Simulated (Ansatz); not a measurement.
MgS:
```
MgS
1.0
    4.02822     0.00000     0.00000
   -2.01411     3.48854     0.00000
    0.00000     0.00000     6.45613
Mg S
2 2
Cartesian
  2.01411   1.16285   3.20990
  0.00000   2.32569   6.43796
  0.00000   2.32569   2.43916
  2.01411   1.16285   5.66722
```

Relaxed with r²SCAN. Special points in fractions of this cell's reciprocal vectors: Γ (0.000, 0.000, 0.000); M (0.500, 0.000, 0.000); K (0.333, 0.333, 0.000); A (0.000, 0.000, 0.500); L (0.500, 0.000, 0.500); H (0.333, 0.333, 0.500).

**Question.** List the band energies nearest the valence-band maximum at these points for the program Ansatz at the r²SCAN level (PAW).

**Answer.** In eV from the valence-band maximum; about four levels below and three above (degenerate sets whole), none deeper than 8.9 eV; points with the same levels are listed once.

| k | below | above |
|---|---|---|
| Γ | -0.53 -0.53 -0.11 -0.11 0.00 | 4.15 5.42 8.13 8.13 |
| M | -1.87 -1.21 -0.91 -0.44 | 5.31 5.70 6.46 |
| K | -2.22 -2.22 -1.35 -1.33 -1.33 | 5.28 7.57 8.05 8.05 |
| A | -0.33 -0.33 -0.33 -0.33 | 5.62 5.62 8.27 8.27 8.27 8.27 |
| L | -0.86 -0.86 -0.80 -0.80 | 5.19 5.19 6.93 6.93 |
| H | -1.98 -1.98 -0.52 -0.52 | 6.43 6.43 6.87 6.87 |

Space group P6_3mc (wurtzite). The workflow started from a Materials Project entry (that database holds measured and hypothetical structures alike); the Crystallography Open Database copy checked does not list it. COD files the formula under space group No. 225, so this cell is another polymorph or a model. Its standing as an ambient phase is unchecked. Symmetry was held in the r²SCAN relaxation; its stability against distortions is not shown here.

Potentials: the later of the program's two PAW sets.
